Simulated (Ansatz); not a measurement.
# Kick test of a cell of Mg₂Cd₃Te₅

It was reached by relaxing an invented guess, and it needn't be the stable form of this composition.

All numbers below come from DFT PBE, scalar-relativistic, plane waves, PAW (Ansatz 0.2.0). Cutoff 420 eV; k points 8×8×8 on the computed 10-atom cell (Γ-centred); Gaussian smearing, width 0.02 eV; no spin polarisation.

The cell below (10 atoms, space group I-4m2 (No. 119)) is relaxed within its symmetry.

```
CELL_PARAMETERS angstrom
-2.32774 2.32774 16.38829
2.32774 -2.32774 16.38829
2.32774 2.32774 -16.38829
ATOMIC_POSITIONS crystal
Mg 0.40040 0.40040 0.00000
Mg 0.59960 0.59960 0.00000
Cd 0.80077 0.80077 0.00000
Cd 0.00000 0.00000 0.00000
Cd 0.19923 0.19923 0.00000
Te 0.35178 0.85178 0.50000
Te 0.94901 0.44901 0.50000
Te 0.55099 0.05099 0.50000
Te 0.14822 0.64822 0.50000
Te 0.75000 0.25000 0.50000
```

For the test it was strained at random (σ = 1.5 % a component), the atoms were moved at random (σ = 0.05 Å), and all was relaxed again on a coarse 4×4×4 mesh (in the run’s order of axes) with 0.10 eV smearing, with no symmetry imposed.

Spin–orbit coupling, which can matter for Te, is left out.

**Question.** Is the structure stable against such a distortion?

**Answer.** It returns, within 1 meV/atom of the unmoved cell on that mesh and with the same symmetry when read at 0.1 Å (Cm at 0.01 Å, so small strains and shifts remain). No instability shows in this cell; modes of other wave vectors, which need another repeat, aren't tested.
